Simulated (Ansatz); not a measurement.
Here is the system:

Starting cell, SrO (rock salt):

```yaml
crystal:
  lattice:
    - [0.00000, 5.19500, 5.19500]
    - [2.59750, 0.00000, 2.59750]
    - [2.59750, 2.59750, 0.00000]
  atoms:
    - { symbol: O, position: [0.00000, 0.00000, 0.00000] }
    - { symbol: O, position: [0.50000, 0.00000, 0.00000] }
    - { symbol: Sr, position: [0.25000, 0.50000, 0.50000] }
    - { symbol: Sr, position: [0.75000, 0.50000, 0.50000] }
```

The atoms are displaced by Q × the pattern below (from a DFPT mode at L = (0.5, 0.0, 0.0), largest move 1; Q in Å), at fixed cell. (q is in reciprocal vectors of the primitive cell; the cell shown is doubled to hold the pattern.)

```
atom       x       y       z
----  ------  ------  ------
O1    -0.577   0.577   0.577
O2     0.577  -0.577  -0.577
```

Atoms not listed stay in place.

Calculation: PBE (plane waves to 420 eV, PAW, scalar-relativistic; Ansatz, an electronic-structure program). k mesh 11×11×11 (Γ-centred), Fermi-Dirac smearing 0.05 eV. The energy includes the smearing's −TS. SrO was relaxed with its symmetry unable to fall. ΔE is measured from the undisplaced structure.

The scan covers Q from -0.180 to 0.180 Å in 13 points.

Q: Which space group does the distorted structure have?

A: R-3m (No. 166), lowered from Fm-3m.

Q: What is the energy change at Q = 0.180 Å?

A: 323 meV/cell.

Q: What harmonic wavenumber does the curvature at Q = 0 give?

A: 412 cm⁻¹.

(A displaced cell: forces are minus the slopes of the energy, force constants its curvatures, and phonons follow from these.)
